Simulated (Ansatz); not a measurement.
Phonons of a relaxed structure of GaN by density-functional perturbation theory (low response-accuracy setting, no LO–TO term) at Γ and zone-boundary points with q components 0 or ½ of the primitive reciprocal vectors. Level of theory: r2SCAN (plane waves to 500 eV, PAW, scalar-relativistic; Ansatz, a quantum-chemistry and plane-wave program). Γ-centred k-mesh 10×10×6, Fermi–Dirac smearing 0.05 eV.

```
CELL_PARAMETERS angstrom
      3.18312     0.00000     0.00000
     -1.59156     2.75667     0.00000
      0.00000     0.00000     5.18363
ATOMIC_POSITIONS crystal
  Ga 0.66667 0.33333 0.00099
  Ga 0.33333 0.66667 0.50099
  N  0.66667 0.33333 0.62421
  N  0.33333 0.66667 0.12421
```

Space group P6₃mc (No. 186), wurtzite type.

Problem. Is this structure dynamically stable at those wavevectors?

Solution. No instability shows at these points (nothing beyond 15i cm⁻¹, the threshold used here). Other wavevectors were not sampled, so this does not prove stability.

Problem. Give the phonon wavenumbers.

Solution. 
```tsv
q	wavenumbers (cm⁻¹; i marks imaginary)
Γ	0 (×3), 143 (×2), 336, 530, 554 (×2), 564 (×2), 697
M (½, 0, 0)	139, 185, 196, 237, 308, 317, 573, 586, 608, 642, 678, 698
A (0, 0, ½)	108 (×4), 237 (×2), 558 (×4), 716 (×2)
L (½, 0, ½)	171 (×2), 176 (×2), 341 (×2), 592 (×2), 603 (×2), 691 (×2)
```

No spin polarisation in the result.
